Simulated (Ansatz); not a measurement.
## Computed properties of MoS₂

MoS2:
```xyz
3
Lattice="0.0000 2.8984 2.8984 2.8984 0.0000 2.8984 2.8984 2.8984 0.0000" Properties=species:S:1:pos:R:3 pbc="T T T"
Mo     0.0000     0.0000     0.0000
S      1.4492     1.4492     1.4492
S      4.3476     4.3476     4.3476
```

Space group Fm-3m (No. 225), fluorite; conventional cell a = b = c = 5.7968 Å, α = β = γ = 90.00°.

Method: PBEsol in the plane-wave PAW code Ansatz. Structure relaxed to zero pressure with the same functional. Other levels are named where they apply.

Cell and energy:

- Volume per atom: 16.23 Å³
- Density: 5.46 g/cm³
- Formation energy from the elements (no fitted shifts): -0.26 eV/atom

Electronic structure:

- Electronic character: metallic (no gap)
- Density of states at the Fermi level: 1.1 states/eV per atom (mean over ±0.08 eV)
- Gap with spin–orbit coupling: none (metallic)

Mechanics:

- Bulk modulus (Birch–Murnaghan fit) = 154 GPa
- Pressure derivative B′ = 4.3
- Elastic constants (relaxed ions, GPa) = C11 = 199, C12 = 130, C44 = 10.9
- Mechanical stability = stable (all eigenvalues of C positive)
- Hill bulk and shear moduli = 153 and 17.6 GPa
- Young's modulus = 50.9 GPa
- Poisson's ratio = 0.44
- Debye temperature from the elastic constants = 241 K

Phonons:

Highest zone-centre frequency: 275 cm⁻¹
Zone-centre stability: no imaginary mode at Γ

A made-up cell: these elements were put on the sites of a structure type; neither database checked (COD, Materials Project) lists it. It is not the phase usual at ambient conditions (space group No. 160, 194). The cell was relaxed with PBEsol under the symmetry of its start. No spin polarisation was allowed. As this level gives no gap, shear constants depend on the k-mesh and smearing (Fermi–Dirac, 0.1 eV here). As this level gives no gap, phonon frequencies hold no LO–TO term and depend on the k-mesh and smearing (Fermi–Dirac, 0.1 eV here). On the denser mesh and wider smearing of the elastic run this cell carries a stress of 0.3 GPa. The references are the lowest solids computed at this level, not always the standard phases. Spin–orbit coupling is left out wherever it is not named.

Potentials: the earlier of the program's two PAW sets. The files were generated under PBE; for other functionals the program regenerates the frozen cores, and for LDA and PBEsol the local potential too.
